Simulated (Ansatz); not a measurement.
Given:

ZnS:
```
CELL_PARAMETERS angstrom
      3.73813     0.00000     0.00000
     -1.86906     3.23731     0.00000
      0.00000     0.00000     6.14304
ATOMIC_POSITIONS crystal
  Zn 0.33333 0.66667 0.00059
  Zn 0.66667 0.33333 0.50059
  S  0.33333 0.66667 0.37441
  S  0.66667 0.33333 0.87441
```

This is the LDA-relaxed structure. Cartesian axes are those of the cell as given.

Problem. All from plane-wave PAW LDA (Ansatz code), unless another level is named. Predict the band gap.

Solution. 2.19 eV (direct).

Problem. And the hole effective mass, band 2 of 2 at the edge?

Solution. 0.17 along x, 1.5 along z (mₑ).

Problem. Next, the formation energy from the elements (no fitted shifts)?

Solution. -0.84 eV/atom.

Problem. Give the valence-band maximum.

Solution. at Γ.

Space group P6_3mc (wurtzite). Symmetry was held in the LDA relaxation. The references are the lowest solids computed at this level, not always the standard phases.

Potentials: the earlier of the program's two PAW sets. The files were generated under PBE; for other functionals the program regenerates the frozen cores, and for LDA and PBEsol the local potential too.
